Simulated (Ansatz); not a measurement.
The cell below belongs to a search over invented structures; it isn't taken from experiment.

Input and command of a plane-wave DFT calculation in Ansatz:

```yaml
crystal:
  lattice:
    - [6.2, 0.0, 0.0]
    - [-3.1, 5.3693575, 0.0]
    - [0.0, 0.0, 7.7]
  atoms:
    - { symbol: Si, position: [0.92, 0.92, 0.0] }
    - { symbol: Si, position: [0.08, 0.0, 0.33333333] }
    - { symbol: Si, position: [0.0, 0.08, 0.66666667] }
    - { symbol: Ge, position: [0.63, 0.0, 0.83333333] }
    - { symbol: Ge, position: [0.46, 0.76, 0.60333333] }
    - { symbol: Ge, position: [0.7, 0.24, 0.06333333] }
    - { symbol: Ge, position: [0.0, 0.63, 0.16666667] }
    - { symbol: Ge, position: [0.76, 0.46, 0.39666667] }
    - { symbol: Ge, position: [0.24, 0.7, 0.93666667] }
    - { symbol: Ge, position: [0.37, 0.37, 0.5] }
    - { symbol: Ge, position: [0.54, 0.3, 0.73] }
    - { symbol: Ge, position: [0.3, 0.54, 0.27] }
    - { symbol: Pt, position: [0.5, 0.5, 0.0] }
    - { symbol: Pt, position: [0.5, 0.0, 0.33333333] }
    - { symbol: Pt, position: [0.0, 0.5, 0.66666667] }
basis:
  ecutwfc: 420
kpoints:
  mp_grid: { grid: [3, 3, 2] }
hamiltonian:
  xc: pbe
scf:
  occupations: { method: gaussian, width: 0.2 }
  lower_state_search: "off"
output:
  forces: true
  stress: true
  eigenvalues: true
relax:
  adjacent_minimum: "off"
  f_tol: 0.08
  max_steps: 16
  cell: { stress_tol: 0.8 }
```

```bash
ansatz run input.yaml --threads 1 --pin off --max-ram 2560MiB --backend cpu --events-out ev --progress --plain --runs-dir out
```

Processor: Intel(R) Xeon(R) Processor @ 2.50GHz (Skylake/Cascade Lake), 1 thread, on a host shared with other jobs.

Question: Estimate time, memory and problem size.

Answer: About 7.4 min, peak memory 0.65 GiB. It solves 116 bands at 6 k points (after reduction by symmetry) with about 5535 plane waves (on the last cell), in 99 SCF iterations over 13 ionic steps.
